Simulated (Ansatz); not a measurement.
Input:

Sb:
```cif
data_Sb6
_chemical_formula_sum 'Sb6'
_space_group_name_H-M_alt 'R-3m :H'
_space_group_IT_number 166
_space_group_name_Hall '-R 3 2"'
_cell_length_a 4.29426
_cell_length_b 4.29426
_cell_length_c 10.96753
_cell_angle_alpha 90.000
_cell_angle_beta 90.000
_cell_angle_gamma 120.000
loop_
_atom_site_label
_atom_site_type_symbol
_atom_site_symmetry_multiplicity
_atom_site_Wyckoff_symbol
_atom_site_fract_x
_atom_site_fract_y
_atom_site_fract_z
_atom_site_occupancy
Sb1 Sb 6 c 0.00000 0.00000 0.26415 1
```
(The calculation used a cell of 2 atoms; values per cell refer to that cell.)

This is the LDA-relaxed structure.

Problem. All from LDA in the plane-wave PAW code Ansatz, unless another level is named. Predict the highest zone-centre frequency.

Solution. 4.12 THz.

Problem. And the Debye temperature from the elastic constants?

Solution. 214 K.

The cell was relaxed with LDA under the symmetry of its start. As this level gives no gap, shear constants depend on the k-mesh and smearing (Fermi–Dirac, 0.1 eV here). As this level gives no gap, phonon frequencies hold no LO–TO term and depend on the k-mesh and smearing (Fermi–Dirac, 0.1 eV here). Spin–orbit coupling is left out wherever it is not named.

Potentials: the earlier of the program's two PAW sets. The files were generated under PBE; for other functionals the program regenerates the frozen cores, and for LDA and PBEsol the local potential too.
